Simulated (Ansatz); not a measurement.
TiN (rock salt)

```yaml
crystal:
  lattice:
    - [0.00000, 2.12337, 2.12337]
    - [2.12337, 0.00000, 2.12337]
    - [2.12337, 2.12337, 0.00000]
  atoms:
    - { symbol: N, position: [0.00000, 0.00000, 0.00000] }
    - { symbol: Ti, position: [0.50000, 0.50000, 0.50000] }
```

The slice is a {100} plane (indices of the conventional cell) through the point (0.000, 0.000, 0.000) (fractional), spanned by u = [100] and v = [0 1 -1] in vectors of this cell: u (3.00 Å) and v (3.00 Å, at 90° to u). It covers one period; positions are fractions (u, v).

The numbers are results of PBE (plane waves to 420 eV, PAW, scalar-relativistic; Ansatz, a program for electronic structure), not measurements. k mesh 19×19×19. Inside the PAW spheres the values are not all-electron values, and peaks at nuclei hang on which shells count as valence. The PAW data are Ansatz's earlier set. TiN is run without spin polarisation. TiN was relaxed with its symmetry unable to fall.

Q: What is the ELF at the midpoint of the shortest N–Ti line in this plane (2.12 Å)?

A: 0.18.

Q: What is the valence density on the shortest N–Ti line in this plane (2.12 Å), at its midpoint?

A: 0.51 e/Å³.

Q: Sketch the valence electron density on this plane as a map.

A: 
```
|****=-:.     .:-=***|
|***+=-:.     .:-=+**|
|**+=-::.......::-=+*|
|+==--:::::::::::--==|
|---::::--===--::::--|
|::::::-=+***+=-:::::|
|....:-=*#%%%#*=-:...|
|   .:-+#%@@@%#+-:.  |
|   .:=*%@@@@@%*=:.  |
|   .:=*%@@@@@%*=:.  |
|   .:=*%@@@@@%*=:.  |
|   .:-+#%@@@%#+-:.  |
|....:-=*#%%%#*=-:...|
|::::::-=+***+=-:::::|
|---::::--===--::::--|
|+==--:::::::::::--==|
|**+=-::.......::-=+*|
|***+=-:.     .:-=+**|
|****=-:.     .:-=***|
|****+-:.     .:-+***|
```
Scale: ten equal steps from -0.71 (start of ' ') to 1.08 (end of '@'), in the order ' .:-=+*#%@'. Values: log₁₀ of the valence density in e/Å³. The map has 20 points along u (one character each, u = 0 at the left) and 20 along v (v = 0 in the bottom row). The scale is logarithmic, as a density can span decades between atoms and voids.
